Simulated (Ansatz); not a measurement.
TlBr (CsCl type, Pm-3m), a = b = c = 3.980 Å, α = β = γ = 90.00°.

Relaxed with PBE+D3(BJ).

Task: Give the optical modes at the zone centre with their infrared and Raman activity from DFPT, PBE+D3(BJ) in the plane-wave PAW code Ansatz.

Result: Transverse frequencies, without the LO–TO term; a row sums one degenerate level.

| ω (cm⁻¹) | degeneracy | IR ((D/Å)²/amu) | Raman (Å⁴/amu) | activity | symmetry |
|---|---|---|---|---|---|
| 38 | 3 | 5.36 | 0 | IR | T1u |

Task: How high does the top mode go among those that the LO–TO term moves?

Result: 107 cm⁻¹ for q along x.

The PBE+D3(BJ) relaxation kept the symmetry of its start; phonons on a q-mesh show no instability. Spin–orbit coupling is left out wherever it is not named.

Potentials: the later of the program's two PAW sets.
